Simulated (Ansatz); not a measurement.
Input:

Rb3CrF6:
```yaml
crystal:
  lattice:
    - [0.00000, 4.51459, 4.51459]
    - [4.51459, 0.00000, 4.51459]
    - [4.51459, 4.51459, 0.00000]
  atoms:
    - { symbol: Rb, position: [0.25000, 0.25000, 0.25000] }
    - { symbol: Rb, position: [0.75000, 0.75000, 0.75000] }
    - { symbol: Rb, position: [0.50000, 0.50000, 0.50000] }
    - { symbol: Cr, position: [0.00000, 0.00000, 0.00000] }
    - { symbol: F, position: [0.78852, 0.21148, 0.21148] }
    - { symbol: F, position: [0.21148, 0.78852, 0.78852] }
    - { symbol: F, position: [0.21148, 0.78852, 0.21148] }
    - { symbol: F, position: [0.78852, 0.21148, 0.78852] }
    - { symbol: F, position: [0.21148, 0.21148, 0.78852] }
    - { symbol: F, position: [0.78852, 0.78852, 0.21148] }
```
The run is spin-polarised.

This is the r²SCAN-relaxed structure.

Q: All from r²SCAN (plane waves, PAW; program Ansatz), unless another level is named. Give the Bader charges.

A: Rb +0.90 to +0.92, Cr +2.02, F -0.79 e.

Q: What about the net moment?

A: 0.30 μB per atom.

Space group Fm-3m. The workflow started from a Materials Project entry (that database holds measured and hypothetical structures alike); the Crystallography Open Database copy checked does not list it. Whether it is the stable phase at ambient conditions was not checked. The r²SCAN relaxation kept the symmetry of its start; its stability against distortions is not shown here. Spin order of the final state: ferromagnetic, chosen from 3 collinear starts compared on coarse meshes (ties went to the first, and starts can fall back to one state), not a proven ground state. Other orbital occupations within this spin state were not tried. No Hubbard U is applied.

Potentials: the later of the program's two PAW sets.
